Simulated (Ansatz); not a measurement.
Sr₃SbP: tetragonal deformation path

Level of theory: DFT LDA, scalar-relativistic, plane waves, PAW (Ansatz 0.2.0). The runs took a 420 eV cutoff, a Γ-centred 8×8×8 mesh and Gaussian smearing (0.03 eV). No spin polarisation. Energies are free energies at this smearing, counted from the undisturbed cell; pressure is positive in compression.

Reference structure (as given, not relaxed at this level; it stands at -2.4 GPa, and it needn't be the usual structure):

```
CELL_PARAMETERS angstrom
5.74000 0.00000 0.00000
0.00000 5.74000 0.00000
0.00000 0.00000 5.74000
ATOMIC_POSITIONS crystal
Sr 0.00000 0.50000 0.50000
Sr 0.50000 0.00000 0.50000
Sr 0.50000 0.50000 0.00000
Sb 0.00000 0.00000 0.00000
P 0.50000 0.50000 0.50000
```

At fixed volume and fractional coordinates, lengths along (0.000, 0.000, 1.000) are scaled against those across it; ρ is that ratio over its starting value.

```json
{"ρ": "0.707", "ΔE (meV/atom)": "837.8"}
{"ρ": "0.780", "ΔE (meV/atom)": "437.9"}
{"ρ": "0.850", "ΔE (meV/atom)": "178.2"}
{"ρ": "1.000", "ΔE (meV/atom)": "0.0"}
{"ρ": "1.200", "ΔE (meV/atom)": "167.4"}
{"ρ": "1.300", "ΔE (meV/atom)": "328.6"}
{"ρ": "1.414", "ΔE (meV/atom)": "544.1"}
```